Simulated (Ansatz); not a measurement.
Lu (hcp, Mg type)

Space group P6₃/mmc (No. 194); a = 3.507 Å, b = 3.507 Å, c = 5.462 Å, α = 90.00°, β = 90.00°, γ = 120.00°

```csv
atom,site,symmetry,x,y,z
Lu,2d,-6m2,0.6667,0.3333,0.2500
```

Equation-of-state scan: isotropic scaling of the cell above, V₀ being its volume. Symmetry pins the atoms to their sites.

These are PBE (plane waves to 420 eV, PAW, scalar-relativistic; Ansatz, an electronic-structure program) values and carry that method's errors. k mesh 15×15×9 (Γ-centred), Fermi-Dirac smearing 0.05 eV. E stands for the smeared free energy. Compression counts positive. Lu is run without spin polarisation. Lu was relaxed with its symmetry unable to fall. The PAW data are Ansatz's earlier set. ΔE is measured from the relaxed starting cell.

Task: Give the computed ΔE (meV/atom) and P (GPa) at V/V₀ = 0.900, 0.925, 0.975, 1.050, 1.075, 1.100.

Result: 
```tsv
V/V₀	ΔE (meV/atom)	P (GPa)
0.900	50	5.9
0.925	27	4.2
0.975	3	1.2
1.050	10	-2.1
1.075	21	-3.0
1.100	37	-3.8
```

(Under strain, the slope of the energy per volume gives the stress and its curvature an elastic modulus.)
